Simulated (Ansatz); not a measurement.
Relaxed ZrB$_{2}$ (AlB2 type, space group P6/mmm):

```yaml
crystal:
  lattice:
    - [3.17143, 0.00000, 0.00000]
    - [-1.58571, 2.74654, 0.00000]
    - [0.00000, 0.00000, 3.54132]
  atoms:
    - { symbol: Zr, position: [0.00000, 0.00000, 0.00000] }
    - { symbol: B, position: [0.33333, 0.66667, 0.50000] }
    - { symbol: B, position: [0.66667, 0.33333, 0.50000] }
```

The atoms are displaced by Q × the pattern below (from a DFPT mode at Γ, largest move 1; Q in Å), at fixed cell.

```json
[
 {"atom": "Zr1", "x": "0.000", "y": "0.000", "z": "0.237"},
 {"atom": "B2", "x": "0.000", "y": "0.000", "z": "-1.000"},
 {"atom": "B3", "x": "0.000", "y": "0.000", "z": "-1.000"}
]
```

Level of theory: PBE (plane waves to 420 eV, PAW, scalar-relativistic; Ansatz, a first-principles code). k mesh 17×17×13 (Γ-centred), Fermi-Dirac smearing 0.05 eV. With partly filled bands, energies and forces of such displacements shift with the k mesh and the smearing. ZrB2 is run without spin polarisation. ZrB2 was relaxed with its symmetry unable to fall. 

```json
[
 {"Q (Å)": "-0.100", "−dE/dQ from forces (eV/Å)": "2.195"},
 {"Q (Å)": "-0.083", "−dE/dQ from forces (eV/Å)": "1.819"},
 {"Q (Å)": "-0.067", "−dE/dQ from forces (eV/Å)": "1.448"},
 {"Q (Å)": "-0.050", "−dE/dQ from forces (eV/Å)": "1.081"},
 {"Q (Å)": "-0.033", "−dE/dQ from forces (eV/Å)": "0.719"},
 {"Q (Å)": "-0.017", "−dE/dQ from forces (eV/Å)": "0.359"},
 {"Q (Å)": "0.000", "−dE/dQ from forces (eV/Å)": "0.000"},
 {"Q (Å)": "0.017", "−dE/dQ from forces (eV/Å)": "-0.359"},
 {"Q (Å)": "0.033", "−dE/dQ from forces (eV/Å)": "-0.719"},
 {"Q (Å)": "0.050", "−dE/dQ from forces (eV/Å)": "-1.081"},
 {"Q (Å)": "0.067", "−dE/dQ from forces (eV/Å)": "-1.448"},
 {"Q (Å)": "0.083", "−dE/dQ from forces (eV/Å)": "-1.819"},
 {"Q (Å)": "0.100", "−dE/dQ from forces (eV/Å)": "-2.195"}
]
```

Question: What harmonic wavenumber does the curvature at Q = 0 give?

Answer: 468 cm⁻¹. E″ = 21.51 eV/Å², M = Σ mᵢ|uᵢ|² = 26.7 u, ν̃ = 521.5·√(|E″|/M).

(A displaced cell: forces are minus the slopes of the energy, force constants its curvatures, and phonons follow from these.)
